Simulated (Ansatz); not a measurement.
Born–Oppenheimer molecular dynamics of a 20-atom CuSn9 cell at 28.27 Å³/atom, computed with Ansatz: Langevin thermostat at 500 K, 30 steps of 3.0 fs, friction 0.015 1/fs. The run is short and the cell small, so it isn't an equilibrium average.

```yaml
crystal:
  lattice:
    - [8.399845, 0.157684, -0.210684]
    - [0.157684, 8.256842, 0.223767]
    - [-0.210684, 0.223767, 8.16788]
  atoms:
    - { symbol: Sn, position: [0.0494705772, 0.5448115218, 0.1397735887] }
    - { symbol: Sn, position: [0.8080724678, 0.0215135829, 0.4787083178] }
    - { symbol: Sn, position: [0.8975832031, 0.518864517, 0.7735618901] }
    - { symbol: Sn, position: [0.1123386634, 0.1912901352, 0.3631356953] }
    - { symbol: Sn, position: [0.4999454653, 0.9014612974, 0.8539587269] }
    - { symbol: Sn, position: [0.163553584, 0.2714311775, 0.7357528066] }
    - { symbol: Sn, position: [0.1347538412, 0.0184466951, 0.0115538242] }
    - { symbol: Sn, position: [0.7638605885, 0.2981540479, 0.181859963] }
    - { symbol: Sn, position: [0.3731948957, 0.3394196239, 0.0915137949] }
    - { symbol: Sn, position: [0.4335277787, 0.9760641432, 0.3246524911] }
    - { symbol: Sn, position: [0.4839452416, 0.6542459371, 0.1769708191] }
    - { symbol: Sn, position: [0.4639594054, 0.5062452482, 0.794512811] }
    - { symbol: Sn, position: [0.7530384982, 0.5839150017, 0.4320399619] }
    - { symbol: Sn, position: [0.7319968969, 0.1718626645, 0.8052661247] }
    - { symbol: Sn, position: [0.8271575069, 0.8937398266, 0.1406779058] }
    - { symbol: Sn, position: [0.1445399042, 0.6716015411, 0.4699634137] }
    - { symbol: Sn, position: [0.1875741863, 0.7396174639, 0.8197898835] }
    - { symbol: Sn, position: [0.4334253704, 0.3915441106, 0.4702867836] }
    - { symbol: Cu, position: [0.0662864558, 0.007732988, 0.6836537806] }
    - { symbol: Cu, position: [0.5110826175, 0.1201871362, 0.5976247247] }
  symmetry: { detect: false }
basis:
  ecutwfc: 420
  xc_grid: 1
kpoints:
  mp_grid: { grid: [1, 1, 1], shift: [0.25, 0.25, 0.25] }
hamiltonian:
  xc: pbe
scf:
  occupations: { method: fermi_dirac, width: 0.05 }
  lower_state_search: "off"
  convergence: { dr2_threshold: 1.0e-05 }
output:
  forces: true
  stress: true
md:
  timestep: 3.0
  n_steps: 30
  ensemble: nvt_langevin
  friction: 0.015
  temperature: 500.0
  initial_velocities: maxwell_boltzmann
  seed: 42968
```

```bash
ansatz run input.yaml --threads 2 --pin off --max-ram 5120MiB --backend cpu --events-out ev --progress --plain --runs-dir out
```

Theory: DFT PBE, scalar-relativistic, plane waves, PAW (Ansatz).

6 frames, positions in Å (not wrapped into the cell) and forces in eV/Å:

```xyz
20
Lattice="8.400 0.158 -0.211 0.158 8.257 0.224 -0.211 0.224 8.168" Properties=species:S:1:pos:R:3:forces:R:3 pbc="T T T" time_fs=0.0 temperature_K=475 free_energy_over_first_frame_eV=0.000
Sn    0.472    4.537    1.253   -0.010    0.220   -0.530
Sn    6.690    0.412    3.745    0.090   -0.330   -0.190
Sn    7.458    4.599    6.245    0.070   -0.080    0.170
Sn    0.897    1.678    2.985   -0.150   -0.210    0.200
Sn    4.162    7.713    7.071    0.030    0.210    0.190
Sn    1.262    2.432    6.036    0.400    1.710    0.210
Sn    1.132    0.176    0.070    0.490    0.070    0.450
Sn    6.425    2.623    1.391   -0.010   -0.330   -0.060
Sn    3.169    2.882    0.745   -0.240   -1.080    0.270
Sn    3.727    8.200    2.779   -0.110    0.280    0.240
Sn    4.131    5.518    1.490    0.150    0.670   -0.020
Sn    3.810    4.431    6.505    0.220    0.480   -0.040
Sn    6.326    5.037    3.501    0.450    0.270   -0.030
Sn    6.006    1.715    6.462    0.930    0.600    0.790
Sn    7.059    7.541    1.175   -0.580   -0.250    0.070
Sn    1.221    5.673    3.958   -0.020    0.090    0.040
Sn    1.520    6.320    6.822   -0.440   -0.870   -0.080
Sn    3.603    3.406    3.838   -0.310    0.470   -0.770
Cu    0.414    0.227    5.572   -0.770   -0.820   -0.860
Cu    4.186    1.207    4.801   -0.190   -1.090   -0.060
20
Lattice="8.400 0.158 -0.211 0.158 8.257 0.224 -0.211 0.224 8.168" Properties=species:S:1:pos:R:3:forces:R:3 pbc="T T T" time_fs=18.0 temperature_K=456 free_energy_over_first_frame_eV=0.010
Sn    0.466    4.539    1.306   -0.050    0.210   -0.580
Sn    6.675    0.397    3.707    0.130   -0.280    0.000
Sn    7.451    4.621    6.231    0.010   -0.130    0.190
Sn    0.925    1.672    3.014   -0.230   -0.240    0.220
Sn    4.180    7.728    7.124   -0.050    0.230    0.030
Sn    1.256    2.462    6.055    0.120    1.250   -0.140
Sn    1.143    0.204    0.000    0.350   -0.070    0.750
Sn    6.408    2.581    1.410   -0.020   -0.340   -0.080
Sn    3.081    2.864    0.709   -0.090   -0.990    0.760
Sn    3.725    8.210    2.757   -0.060    0.370    0.330
Sn    4.153    5.555    1.457    0.000    0.320   -0.010
Sn    3.767    4.411    6.575    0.460    0.600   -0.600
Sn    6.292    5.005    3.477    0.600    0.310    0.090
Sn    6.010    1.699    6.484    0.930    0.620    0.650
Sn    7.098    7.480    1.195   -0.490   -0.180   -0.050
Sn    1.238    5.704    3.970   -0.050    0.080   -0.070
Sn    1.513    6.314    6.806   -0.340   -0.900    0.110
Sn    3.608    3.434    3.824   -0.380    0.510   -0.650
Cu    0.396    0.176    5.570   -0.710   -0.200   -0.960
Cu    4.198    1.241    4.781   -0.130   -1.180    0.010
20
Lattice="8.400 0.158 -0.211 0.158 8.257 0.224 -0.211 0.224 8.168" Properties=species:S:1:pos:R:3:forces:R:3 pbc="T T T" time_fs=36.0 temperature_K=481 free_energy_over_first_frame_eV=-0.091
Sn    0.457    4.559    1.326   -0.020    0.200   -0.520
Sn    6.690    0.347    3.684   -0.200   -0.190   -0.020
Sn    7.450    4.638    6.217   -0.180   -0.040    0.230
Sn    0.951    1.640    3.066   -0.330   -0.160    0.170
Sn    4.207    7.736    7.177   -0.080    0.320   -0.200
Sn    1.227    2.525    6.071   -0.020    0.620   -0.390
Sn    1.149    0.226   -0.036    0.220   -0.330    0.620
Sn    6.396    2.563    1.411    0.000   -0.420   -0.010
Sn    2.999    2.837    0.679    0.060   -0.820    1.150
Sn    3.701    8.218    2.759    0.000    0.460    0.420
Sn    4.206    5.615    1.441   -0.230   -0.070   -0.100
Sn    3.755    4.392    6.630    0.690    0.690   -0.960
Sn    6.288    4.971    3.443    0.720    0.310    0.250
Sn    6.028    1.721    6.516    0.670    0.480    0.280
Sn    7.101    7.421    1.188   -0.380   -0.070   -0.110
Sn    1.242    5.712    3.993   -0.120    0.050   -0.350
Sn    1.522    6.293    6.771   -0.290   -0.440    0.380
Sn    3.590    3.485    3.796   -0.340    0.250   -0.500
Cu    0.323    0.138    5.521   -0.310    0.170   -0.510
Cu    4.160    1.257    4.768    0.120   -1.000    0.160
20
Lattice="8.400 0.158 -0.211 0.158 8.257 0.224 -0.211 0.224 8.168" Properties=species:S:1:pos:R:3:forces:R:3 pbc="T T T" time_fs=54.0 temperature_K=405 free_energy_over_first_frame_eV=-0.131
Sn    0.462    4.585    1.318    0.010    0.220   -0.430
Sn    6.686    0.248    3.672   -0.490   -0.070   -0.100
Sn    7.437    4.630    6.215   -0.380    0.110    0.250
Sn    0.961    1.578    3.116   -0.360   -0.050    0.070
Sn    4.251    7.750    7.214   -0.230    0.320   -0.410
Sn    1.175    2.562    6.071    0.120    0.280   -0.440
Sn    1.162    0.234   -0.033    0.130   -0.550    0.330
Sn    6.390    2.570    1.432    0.010   -0.540    0.040
Sn    2.933    2.803    0.668    0.260   -0.590    1.160
Sn    3.684    8.198    2.781   -0.010    0.490    0.400
Sn    4.241    5.663    1.423   -0.410   -0.370   -0.170
Sn    3.782    4.388    6.656    0.620    0.660   -0.940
Sn    6.299    4.963    3.402    0.760    0.300    0.410
Sn    6.068    1.726    6.537    0.390    0.370   -0.020
Sn    7.081    7.409    1.162   -0.250   -0.020   -0.170
Sn    1.230    5.707    4.021   -0.160    0.000   -0.710
Sn    1.504    6.274    6.732   -0.060   -0.130    0.760
Sn    3.584    3.532    3.761   -0.300   -0.100   -0.330
Cu    0.278    0.100    5.455    0.000    0.320   -0.070
Cu    4.108    1.234    4.736    0.370   -0.650    0.360
20
Lattice="8.400 0.158 -0.211 0.158 8.257 0.224 -0.211 0.224 8.168" Properties=species:S:1:pos:R:3:forces:R:3 pbc="T T T" time_fs=72.0 temperature_K=429 free_energy_over_first_frame_eV=-0.202
Sn    0.478    4.618    1.303    0.030    0.220   -0.440
Sn    6.698    0.149    3.671   -0.750    0.020   -0.190
Sn    7.412    4.610    6.230   -0.440    0.240    0.250
Sn    0.971    1.529    3.130   -0.440    0.050    0.010
Sn    4.292    7.788    7.217   -0.440    0.160   -0.450
Sn    1.136    2.573    6.061    0.280    0.080   -0.320
Sn    1.201    0.201   -0.011    0.010   -0.560    0.130
Sn    6.383    2.596    1.439    0.010   -0.610    0.030
Sn    2.903    2.753    0.692    0.460   -0.270    0.810
Sn    3.675    8.204    2.787    0.030    0.330    0.270
Sn    4.271    5.667    1.403   -0.540   -0.380   -0.210
Sn    3.833    4.408    6.660    0.340    0.500   -0.570
Sn    6.322    4.988    3.366    0.680    0.200    0.580
Sn    6.092    1.728    6.516    0.370    0.390   -0.050
Sn    7.041    7.421    1.149   -0.110    0.040   -0.290
Sn    1.210    5.712    4.038   -0.200   -0.020   -0.940
Sn    1.495    6.270    6.706    0.180   -0.120    1.040
Sn    3.535    3.574    3.762   -0.140   -0.400   -0.250
Cu    0.261    0.065    5.402    0.240    0.420    0.240
Cu    4.126    1.190    4.712    0.420   -0.290    0.350
20
Lattice="8.400 0.158 -0.211 0.158 8.257 0.224 -0.211 0.224 8.168" Properties=species:S:1:pos:R:3:forces:R:3 pbc="T T T" time_fs=90.0 temperature_K=590 free_energy_over_first_frame_eV=-0.273
Sn    0.462    4.661    1.317    0.110    0.070   -0.640
Sn    6.720    0.086    3.705   -1.050   -0.030   -0.680
Sn    7.368    4.582    6.231   -0.430    0.510    0.300
Sn    0.985    1.499    3.125   -0.580    0.180    0.030
Sn    4.299    7.851    7.208   -0.530   -0.040   -0.330
Sn    1.088    2.596    6.051    0.580   -0.130   -0.190
Sn    1.262    0.147    0.005   -0.080   -0.280    0.100
Sn    6.404    2.617    1.426    0.010   -0.670    0.010
Sn    2.918    2.704    0.739    0.550    0.080    0.340
Sn    3.646    8.206    2.782    0.210    0.250    0.370
Sn    4.294    5.655    1.390   -0.630   -0.300   -0.320
Sn    3.895    4.457    6.628   -0.050    0.300   -0.180
Sn    6.355    5.005    3.322    0.580    0.130    0.690
Sn    6.135    1.745    6.468    0.360    0.350    0.040
Sn    7.016    7.430    1.088   -0.040    0.190   -0.070
Sn    1.205    5.718    4.010   -0.130    0.130   -0.510
Sn    1.471    6.284    6.724    0.310   -0.570    0.710
Sn    3.479    3.621    3.746    0.040   -0.680   -0.070
Cu    0.284    0.043    5.356    0.460    0.550    0.430
Cu    4.172    1.144    4.742    0.290   -0.050   -0.020
```

Over the second half the temperature averages 461 K and the pressure (kinetic part included, positive in compression) 1.5 GPa. Mean square displacements at the end: Cu 0.04 Å², Sn 0.04 Å² (from the start of this run, the atoms' common shift taken off).

One k point is coarse for so small a cell, so forces and above all the pressure are rough.

The run took 4.2 min on 2 threads of Intel(R) Xeon(R) Processor @ 2.50GHz (Skylake/Cascade Lake) (shared host), peak memory 0.9 GiB.